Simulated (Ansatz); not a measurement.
# Kick test of a cell of Al2Cu3

It was reached by relaxing an invented guess, and it needn't be the stable form of this composition.

All numbers below come from DFT PBE, scalar-relativistic, plane waves, PAW in Ansatz 0.2.0. Cutoff 420 eV; k points 12×12×12 on the computed 5-atom cell (Γ-centred); Gaussian smearing, width 0.10 eV; no spin polarisation.

The cell below (5 atoms, space group R-3m (No. 166)) is relaxed within its symmetry.

```
Al Cu
1.0
     2.08396    1.20317    4.33198
    -2.08396    1.20317    4.33198
     0.00000   -2.40635    4.33198
Al Cu
2 3
Direct
  0.89700 0.89700 0.89700
  0.10300 0.10300 0.10300
  0.30144 0.30144 0.30144
  0.69856 0.69856 0.69856
  0.50000 0.50000 0.50000
```

For the test a repeat of it with 10 atoms (edges 4.17, 4.96, 7.22 Å) was strained at random (σ = 1.5 % a component), the atoms were moved at random (σ = 0.15 Å), and all was relaxed again on a coarse 6×6×4 mesh (in the run’s order of axes) with 0.20 eV smearing, with no symmetry imposed.

**Question.** Is the structure stable against such a distortion?

**Answer.** It doesn't return. The energy falls by 29 meV/atom on that mesh, the volume changes by 0.3 %, and the end has space group C2/c (No. 15) at a loose tolerance. Relaxed again on a 10×10×6 mesh with 0.10 eV smearing, the new structure lies 28 meV/atom below the first (mesh in the axes of the run's cell; the cell below is made exact in the group named). Space group C2/c (No. 15), monoclinic, a = 9.058 Å, b = 4.530 Å, c = 6.799 Å, β = 110.4°. Al is surrounded by 9 Cu at 2.57–2.68 Å and 3 Al at 2.64–2.74 Å; Cu on a site of symmetry 1 has 6 Al at 2.60–2.68 Å and 6 Cu at 2.60–2.70 Å; Cu on a site of symmetry 2 is surrounded by 6 Al at 2.57–2.67 Å and 6 Cu at 2.65–2.70 Å.

```
CELL_PARAMETERS angstrom
4.52894 -2.26482 0.00000
4.52894 2.26482 0.00000
-2.36955 0.00000 6.37240
ATOMIC_POSITIONS crystal
Al 0.07849 0.72069 0.04548
Al 0.72069 0.07849 0.54548
Al 0.27931 0.92151 0.45452
Al 0.92151 0.27931 0.95452
Cu 0.12770 0.47095 0.34935
Cu 0.47095 0.12770 0.84935
Cu 0.52905 0.87230 0.15065
Cu 0.87230 0.52905 0.65065
Cu 0.67215 0.32785 0.25000
Cu 0.32785 0.67215 0.75000
```
